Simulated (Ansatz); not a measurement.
The relaxed structure here is a generated cell of NbSi2: the first start was made by placing the elements on the sites of a structure type, and the end was not matched to a known phase here, so it may be hypothetical. Known forms of NbSi2 include space group No. 180.

A relaxed structure of NbSi$_{2}$. Method: r2SCAN (plane waves to 500 eV, PAW, scalar-relativistic; Ansatz, an electronic-structure program).

```
CELL_PARAMETERS angstrom
      0.00000     3.01366     3.01366
      3.01366     0.00000     3.01366
      3.01366     3.01366     0.00000
ATOMIC_POSITIONS crystal
  Nb 0.00000 0.00000 0.00000
  Si 0.25000 0.25000 0.25000
  Si 0.75000 0.75000 0.75000
```

Problem. Find the space group and the Wyckoff positions (tolerance 0.01 Å).

Solution. Space group Fm-3m (No. 225); a = b = c = 6.027 Å, α = β = γ = 90.00°

```csv
atom,site,symmetry,x,y,z
Nb,4a,m-3m,0.0000,0.0000,0.0000
Si,8c,-43m,0.2500,0.2500,0.2500
```

This is the fluorite type.

Problem. Give the shortest distances between elements (the closest pairs, up to four, under 3.6 Å).

Solution. Nb–Si 2.61 Å; Si–Si 3.01 Å.

| Item | Result |
|---|---|
| Volume per atom | 18.25 Å³ |
| Band gap | zero (metallic) |

No spin polarisation in the result. The relaxed primitive cell holds an odd number of electrons. A magnetic state may lie lower.

The run could not lose the symmetry of its start, so the end can be a saddle point.

All atoms sit on sites fixed by symmetry, so only the cell could relax.
